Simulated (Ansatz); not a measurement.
# Structure relaxation, Ga

The start is a generated cell, Ga placed in the graphite structure type. The structure is fully relaxed (lattice and positions, P = 0) with r2SCAN (plane waves to 500 eV, PAW, scalar-relativistic; Ansatz, a quantum-chemistry and plane-wave program). The first steps use a coarse 9×9×3 k-mesh.

The start:
```
Ga
1.0
    4.00226     0.00000     0.00000
   -2.00113     3.46606     0.00000
    0.00000     0.00000    10.90064
Ga
4
Direct
  0.00000   0.00000   0.25000
  0.00000   0.00000   0.75000
  0.33333   0.66667   0.25000
  0.66667   0.33333   0.75000
```

```json
{
 "initial_pressure": "+4.7 GPa (positive: the cell is compressed)",
 "outcome": "The space group stays P6₃/mmc (No. 194) (the run could not lower it), with 4 atoms in the primitive cell",
 "energy_released": "0.63 to 0.65 eV/atom (the two k-meshes of the run give this range)",
 "volume_change": "-42.6 %, from 37.80 to 21.71 Å³/atom",
 "Shortest distances (start → end)": "The closest pairs of elements (up to four, under 3.6 Å), start → end: Ga–Ga 2.31 → 2.51 Å",
 "optimiser_moves": "25"
}
```

The end point of the relaxation:

```cif
data_Ga4
_chemical_formula_sum 'Ga4'
_space_group_name_H-M_alt 'P63/mmc'
_space_group_IT_number 194
_space_group_name_Hall '-P 6c 2c'
_cell_length_a 4.34270
_cell_length_b 4.34270
_cell_length_c 5.31602
_cell_angle_alpha 90.000
_cell_angle_beta 90.000
_cell_angle_gamma 120.000
loop_
_atom_site_label
_atom_site_type_symbol
_atom_site_symmetry_multiplicity
_atom_site_Wyckoff_symbol
_atom_site_fract_x
_atom_site_fract_y
_atom_site_fract_z
_atom_site_occupancy
Ga1 Ga 2 b 0.00000 0.00000 0.25000 1
Ga2 Ga 2 c 0.33333 0.66667 0.25000 1
```

Final values are on a 12×12×9 k-mesh of the relaxed cell. No spin polarisation in the result.

The run could not lower the symmetry of its start; a shaken copy of this end point relaxes with r2SCAN to Cmcm (No. 63), 0.17 eV/atom lower.

The relaxed structure here is a generated cell of Ga: the first start was made by placing the elements on the sites of a structure type, and the end was not matched to a known phase here, so it may be hypothetical. Known forms of Ga include space group No. 64.
